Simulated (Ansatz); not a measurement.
AgW in space group Cmcm (No. 63; Ag on 4c, W on 4c), r²SCAN (plane waves, PAW; program Ansatz), all energies at zero smearing, with the estimated change up to a 700 eV cutoff added, with one set of potentials and settings (totals compare only within such a set). Cell of 4 atoms (2 Ag, 2 W): -36001.390 eV.

```
element             reference phase  E (eV/atom)
-------  --------------------------  -----------
Ag        R-3m, 3 atoms in the cell   -7604.0048
W        Im-3m, 1 atoms in the cell  -10398.2538
```

Formation energy per atom, worked out: (-36001.390 − 2×(-7604.0048) − 2×(-10398.2538))/4 = 0.782 eV/atom (75 kJ per mol of atoms), at 0 K, without zero-point energy or fitted corrections.

The start of the workflow was typed in or built on a structure type; neither database checked (COD, Materials Project) lists it. Its standing as an ambient phase is unchecked. Symmetry was held in the r²SCAN relaxation; whether a distortion lowers the energy is not shown. The run is not spin-polarised. Its formation energy is positive at this level, so the cell may be metastable or incomplete. The references are the lowest solids computed at this level, not always the standard phases. Spin–orbit coupling is left out wherever it is not named.

Potentials: the earlier of the program's two PAW sets.
